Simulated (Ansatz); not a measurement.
TiRh3 (Cu3Au type, Pm-3m), DFT-PBE in the program Ansatz with PAW potentials, all energies at zero smearing, with the estimated change up to a 700 eV cutoff added, with one set of potentials and settings (totals compare only within such a set). Cell of 4 atoms (1 Ti, 3 Rh): -21710.856 eV.

```tsv
element	reference phase	E (eV/atom)
Ti	P6/mmm, 3 atoms in the cell	-2499.6739
Rh	Fm-3m, 1 atoms in the cell	-6402.8911
```

Formation energy per atom, worked out: (-21710.856 − 1×(-2499.6739) − 3×(-6402.8911))/4 = -0.627 eV/atom (-61 kJ per mol of atoms), at 0 K, without zero-point energy or fitted corrections.

The first step of the workflow began from a Materials Project structure, measured or hypothetical; the Crystallography Open Database files this formula in space group No. 221, but the cells were not matched. Its standing as an ambient phase is unchecked. Symmetry was held in the PBE relaxation; its stability against distortions is not shown here. No spin polarisation was allowed. The references are the lowest solids computed at this level, not always the standard phases.

Potentials: the later of the program's two PAW sets.
